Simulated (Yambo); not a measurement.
# How GW settings move the gap: Rb₂KRhF₆

G0W0@PBEsol for Rb2KRhF6 (space group Fm-3m, No. 225) in Yambo. Reference settings: 2×2×2 Γ-centred k mesh, bands 5 to 278 and a 7 Ry block in the screening, 278 bands in G with the Bruneval-Gonze terminator, plasmon pole fitted at 27.2 eV. The PBEsol gap X → X on this mesh is 1.89 eV; G0W0 gaps are taken between the same points.

| change from the reference | G0W0 gap X → X (eV) | shift of the valence edge (eV) | rough Yambo cost |
|---|---|---|---|
| reference settings | 5.67 | -1.54 | 1 |
| 113 bands in G | 5.70 | -1.53 | – |
| wavefunctions cut at 25 Ry | 5.70 | -1.39 | about 1/3 |
| no point-group symmetry | 5.68 | -1.57 | about 3× |
| 113 bands in G, no terminator | 5.78 | -0.87 | – |
| no terminator | 5.71 | -1.30 | – |

The reference isn't shown to be the converged limit. Costs are rough (shared machines), scaled to the same edge states, and given only for runs that recompute the screening.

Spin-orbit splittings are left out.

Geometry of the Materials Project entry, not relaxed at this level; primitive cell a = 6.424 Å, b = 6.424 Å, c = 6.424 Å, α = 60.00°, β = 60.00°, γ = 60.00°.

A shift is the quasiparticle energy of the state minus its PBEsol energy.
